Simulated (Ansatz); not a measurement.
A distorted cell of BaTiO3 (tetragonal-perovskite type, space group P4mm):

```
CELL_PARAMETERS angstrom
      3.98510     0.00000     0.00000
      0.00000     3.98510     0.00000
      0.00000     0.00000     4.20426
ATOMIC_POSITIONS crystal
  Ti 0.50000 0.50000 0.45787
  Ba 0.00000 0.00000 0.94066
  O  0.50000 0.50000 0.87161
  O  0.50000 0.00000 0.40937
  O  0.00000 0.50000 0.40937
```

Computed with PBE (plane waves to 420 eV, PAW, scalar-relativistic; Ansatz, a program for electronic structure). k mesh 7×7×6 (Γ-centred), Fermi-Dirac smearing 0.05 eV. The energy includes the smearing's −TS. Stress and pressure are positive under compression. BaTiO3 is run without spin polarisation. BaTiO3 was relaxed with its symmetry unable to fall. The PAW data are Ansatz's earlier set.

Q: Predict the force on every atom, in eV/Å.

A: 
```json
[
 {"atom": "Ti1", "Fx": "0.000", "Fy": "0.000", "Fz": "-0.945"},
 {"atom": "Ba2", "Fx": "0.000", "Fy": "0.000", "Fz": "-0.036"},
 {"atom": "O3", "Fx": "0.000", "Fy": "0.000", "Fz": "1.451"},
 {"atom": "O4", "Fx": "0.000", "Fy": "0.000", "Fz": "-0.235"},
 {"atom": "O5", "Fx": "0.000", "Fy": "0.000", "Fz": "-0.235"}
]
```

Q: Give the stress tensor in GPa and the pressure.

A: 
```
    0.9      0.0      0.0
    0.0      0.9      0.0
    0.0      0.0      6.2
```
The pressure, a third of the trace, is 2.7 GPa.

Q: In it atom 3 sits (0.000, 0.000, -0.072) Å away from its relaxed site. What is its energy relative to the relaxed cell?

A: 48.5 meV/cell.

(For displaced atoms, the force is minus the slope of the energy, and its curvature is a force constant, which sets phonon frequencies.)
